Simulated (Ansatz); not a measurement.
## BiTe in the zincblende structure

Computed with Ansatz (plane waves, PAW, 420 eV cutoff): PBE, scalar-relativistic, no spin polarisation, Γ-centred 8×8×8 mesh, 0.05 eV Gaussian smearing; PAW files: Ansatz's generated set soft_2.

```
Bi Te
1.0
     0.00000    3.62276    3.62276
     3.62276    0.00000    3.62276
     3.62276    3.62276    0.00000
Bi Te
1 1
Cartesian
  0.0000 0.0000 0.0000
  1.8114 1.8114 1.8114
```

This is a trial structure; measured cells of the compound in the Crystallography Open Database are in space groups P-3m1, Fm-3m (rock salt).

The cell is relaxed to zero pressure at this level.

The cell has space group F-43m (read at 0.01 Å). In it the stress is 0.00, 0.00, 0.00, 0.00, 0.00, 0.00 GPa and the largest force component 0.000 eV/Å. Each change below starts from this cell, without further relaxation. Stress is in GPa, positive in compression, in the order xx, yy, zz, yz, xz, xy; energies are counted from the cell above and are free energies with the smearing's entropy, which match forces and stress in a metal.

**Question.** What happens when atom 2 (Te) is moved by 0.02 Å along y?

**Answer.** The energy changes by -0.2 meV per cell, and the force on it along the shift is 0.0108 eV/Å (−F/u = -0.54 eV/Å²). Stress: 0.00, 0.00, 0.00, 0.00, 0.05, 0.00.
```tsv
atom	Fx (eV/Å)	Fy	Fz
Bi1	0.000	-0.011	0.000
Te2	0.000	0.011	0.000
```

**Question.** What stress follows from an engineering strain of 3 % in xz, atoms carried along?

**Answer.** -0.07, 0.09, -0.07, 0.00, 0.23, 0.00 GPa; the energy changes by -2.2 meV per cell.
```tsv
atom	Fx (eV/Å)	Fy	Fz
Bi1	0.000	-0.011	0.000
Te2	0.000	0.011	0.000
```
The stress changes with the wrong sign for a stable crystal (a clamped-atom constant of about -7.8 GPa), so the cell is unstable against this strain on this mesh; in a metal a finer mesh can change the sign.

**Question.** What stress follows from an engineering strain of 1 % in xx, atoms carried along?

**Answer.** -0.15, -0.34, -0.34, 0.00, 0.00, 0.00 GPa; the energy changes by 0.4 meV per cell.
The stress across the strain changes more than along it (C12 over C11 with clamped atoms), which a stable cubic crystal can't show: the cell is unstable or the mesh too coarse.
The change of the stress over the strain gives a clamped-atom stiffness of about 15.3 GPa for this component, a secant value that lies under the elastic constant in tension and over it in compression, by several per cent for each per cent of strain.

**Question.** All atoms and the cell are disturbed at random:
```
CELL_PARAMETERS angstrom
0.01580 3.61690 3.62296
3.60410 0.01577 3.62299
3.61105 3.62389 0.00882
ATOMIC_POSITIONS crystal
Bi 0.98684 0.99346 0.02327
Te 0.26316 0.25654 0.22673
```
Give the energy change, the stress and the forces.

**Answer.** 16.5 meV per cell; stress 0.42, 0.32, 0.57, 0.29, 0.07, -0.37 GPa.
```
atom  Fx (eV/Å)      Fy      Fz
 Bi1     -0.117  -0.010   0.181
 Te2      0.117   0.010  -0.181
```

**Question.** All atoms and the cell are disturbed at random:
```xyz
2
Lattice="-0.0682 3.5671 3.5193 3.5462 -0.0824 3.5335 3.5817 3.6168 -0.1179" Properties=species:S:1:pos:R:3 pbc="T T T"
Bi    0.1029    0.0104    0.0449
Te    1.6620    1.7650    1.6888
```
Give the energy change, the stress and the forces.

**Answer.** 58.5 meV per cell; stress 1.26, 0.99, 1.02, 0.95, 0.27, 0.50 GPa.
```
atom  Fx (eV/Å)      Fy      Fz
 Bi1     -0.545  -0.157  -0.225
 Te2      0.545   0.157   0.225
```

1 move too small to change the energy by 0.15 meV is left out.

These numbers lack spin–orbit coupling. The cell is a metal with an odd number of electrons, and spin polarisation wasn't tried. A displaced or strained copy of the relaxed cell lay 1.2 meV/atom lower, so the structure isn't a true minimum at this level, unless the mesh, which matters in a metal, makes it so.
